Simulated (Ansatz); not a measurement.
C:
Space group I4₁/amd, origin choice 1 (No. 141); a = b = 2.529 Å, c = 8.621 Å, α = β = γ = 90.00°

```tsv
atom	site	symmetry	x	y	z
C	8e	2mm.	0.0000	0.0000	0.4138
```
(The calculation used a cell of 4 atoms; values per cell refer to that cell.)

Relaxed at zero pressure with r²SCAN (plane waves, PAW; program Ansatz).

The volume is raised by 9 % and shape and atoms relax at that volume. What pressure results, and how do the axes share the change?

-25.6 GPa; a 3.3 %, b 3.3 %, c 2.1 %; the energy rises by 53 meV/atom.

Give the new structure.


Space group I4₁/amd, origin choice 1 (No. 141); a = b = 2.6131 Å, c = 8.7998 Å, α = β = γ = 90.00°

```csv
atom,site,symmetry,x,y,z
C,8e,2mm.,0.0000,0.0000,0.4135
```

The phase is kept; no other phase was compared at this pressure.

Space group I4_1/amd. The start of the workflow was typed in or built on a structure type; the Crystallography Open Database files this formula in space group No. 141, but the cells were not matched. It is not the phase usual at ambient conditions (space group No. 194, 227). Symmetry was held in the r²SCAN relaxation; its stability against distortions is not shown here.

Potentials: the later of the program's two PAW sets.
